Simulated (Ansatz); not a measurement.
CoC:
```cif
data_C4Co4
_chemical_formula_sum 'Co4 C4'
_space_group_name_H-M_alt 'F-43m'
_space_group_IT_number 216
_space_group_name_Hall 'F -4 2 3'
_cell_length_a 4.23041
_cell_length_b 4.23041
_cell_length_c 4.23041
_cell_angle_alpha 90.000
_cell_angle_beta 90.000
_cell_angle_gamma 90.000
loop_
_atom_site_label
_atom_site_type_symbol
_atom_site_symmetry_multiplicity
_atom_site_Wyckoff_symbol
_atom_site_fract_x
_atom_site_fract_y
_atom_site_fract_z
_atom_site_occupancy
Co1 Co 4 a 0.00000 0.00000 0.00000 1
C1 C 4 d 0.75000 0.75000 0.75000 1
```
(The calculation used a cell of 2 atoms; values per cell refer to that cell.)

Relaxed with r²SCAN.

Question: Which orbitals make up the states near the Fermi level in r²SCAN in the plane-wave PAW code Ansatz?

Answer: Within 0.5 eV of the Fermi level: Co 3d 63 %, C 2p 24 %, C 2s 7 %. Projections are on Löwdin-orthogonalised atomic valence shells; empty p or d shells of many metals are not among them.

Question: Tabulate the density of states.

Answer: States/eV per cell of 2 atoms, in 0.25 eV bins, energy from the Fermi level.

```csv
E (eV),total,Co 3d,C 2p,C 2s
-7.85,0.00,0.00,0.00,0.00
-7.60,0.00,0.00,0.00,0.00
-7.35,0.00,0.00,0.00,0.00
-7.10,0.00,0.00,0.00,0.00
-6.85,0.15,0.06,0.08,0.00
-6.60,0.51,0.21,0.27,0.00
-6.35,1.02,0.39,0.56,0.01
-6.10,2.88,0.94,1.73,0.05
-5.85,2.67,1.02,1.49,0.04
-5.60,0.53,0.28,0.23,0.01
-5.35,0.21,0.13,0.07,0.00
-5.10,0.30,0.19,0.11,0.00
-4.85,3.48,2.06,1.33,0.01
-4.60,3.96,2.35,1.52,0.00
-4.35,2.57,1.45,1.05,0.00
-4.10,1.89,1.03,0.81,0.00
-3.85,1.42,0.74,0.65,0.00
-3.60,1.11,0.54,0.54,0.00
-3.35,1.01,0.47,0.52,0.00
-3.10,0.29,0.16,0.12,0.00
-2.85,0.00,0.00,0.00,0.00
-2.60,0.84,0.72,0.07,0.01
-2.35,3.31,2.88,0.25,0.05
-2.10,3.15,3.01,0.09,0.01
-1.85,3.53,3.42,0.08,0.00
-1.60,5.16,4.96,0.16,0.01
-1.35,0.00,0.00,0.00,0.00
-1.10,0.00,0.00,0.00,0.00
-0.85,0.21,0.16,0.03,0.01
-0.60,2.01,1.45,0.31,0.12
-0.35,1.08,0.72,0.23,0.06
-0.10,0.77,0.47,0.21,0.04
0.15,0.65,0.39,0.19,0.04
0.40,0.97,0.60,0.24,0.09
0.65,1.17,0.67,0.37,0.08
0.90,1.01,0.55,0.35,0.06
1.15,0.99,0.51,0.38,0.06
1.40,1.10,0.55,0.45,0.05
1.65,1.22,0.59,0.53,0.05
1.90,1.19,0.55,0.54,0.05
2.15,1.17,0.52,0.55,0.05
2.40,1.14,0.49,0.56,0.04
2.65,1.13,0.46,0.58,0.04
2.90,1.11,0.44,0.59,0.04
3.15,1.09,0.42,0.60,0.03
3.40,1.09,0.40,0.62,0.03
3.65,1.06,0.38,0.62,0.02
3.90,0.84,0.30,0.49,0.02
4.15,0.69,0.25,0.41,0.02
4.40,0.59,0.21,0.36,0.01
4.65,0.51,0.18,0.31,0.01
```

The start of the workflow was typed in or built on a structure type; neither database checked (COD, Materials Project) lists it. Whether it is the stable phase at ambient conditions was not checked. The r²SCAN relaxation kept the symmetry of its start; whether a distortion lowers the energy is not shown. The workflow began spin-polarised and lost its moments. The volume moved by 60 % from the start of the relaxation. Its formation energy is positive at this level, so the cell may be metastable or incomplete.

Potentials: the earlier of the program's two PAW sets. The files were generated under PBE; for other functionals the program regenerates the frozen cores, and for LDA and PBEsol the local potential too.
